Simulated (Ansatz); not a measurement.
**Relaxing a structure of WS₂**

The start is a generated trial cell of WS2 in the AFLOW prototype A2B_oF24_70_e_a (C54, as in TiSi2). A full variable-cell relaxation at zero pressure is run with PBEsol (plane waves to 420 eV, PAW, scalar-relativistic; Ansatz, a first-principles code). The first steps use a coarse 6×6×6 k-mesh.

Starting cell:
```
WS2
1.0
    0.00000     4.50061     4.65489
    2.61312     0.00000     4.65489
    2.61312     4.50061     0.00000
S W
4 2
Direct
  0.66350   0.33650   0.66350
  0.33650   0.66350   0.33650
  0.58650   0.91350   0.58650
  0.91350   0.58650   0.91350
  0.00000   0.00000   0.00000
  0.25000   0.25000   0.25000
```

Initial pressure: -25 GPa (negative: the cell is under tension)
Largest initial force: about 1.0 eV/Å, on S1, S2, S3, S4 (atoms numbered as listed)
Outcome: The space group stays Fddd (No. 70) (the run could not lower it), with 6 atoms in the primitive cell
Volume change: -22.5 %, from 18.25 to 14.15 Å³/atom
Band gap at the end: no gap (metallic)
Optimiser moves: 20

Relaxed structure:

Space group Fddd, origin choice 1 (No. 70); a = 4.429 Å, b = 7.717 Å, c = 9.934 Å, α = β = γ = 90.00°

| atom | site | symmetry | x | y | z |
|---|---|---|---|---|---|
| S | 16f | .2. | 0.0000 | 0.3280 | 0.0000 |
| W | 8a | 222 | 0.0000 | 0.0000 | 0.0000 |
(The calculation used a cell of 6 atoms; values per cell refer to that cell.)

Final values are on a 13×13×13 k-mesh of the relaxed cell. No spin polarisation in the result.

The run could not lower the symmetry of its start; a shaken copy of this end point relaxes with PBEsol to C2/m (No. 12), 0.56 eV/atom lower.

The relaxed structure here is a generated cell of WS2: the first start was made by placing the elements on the sites of a structure type, and the end was not matched to a known phase here, so it may be hypothetical. Known forms of WS2 include space group No. 194.
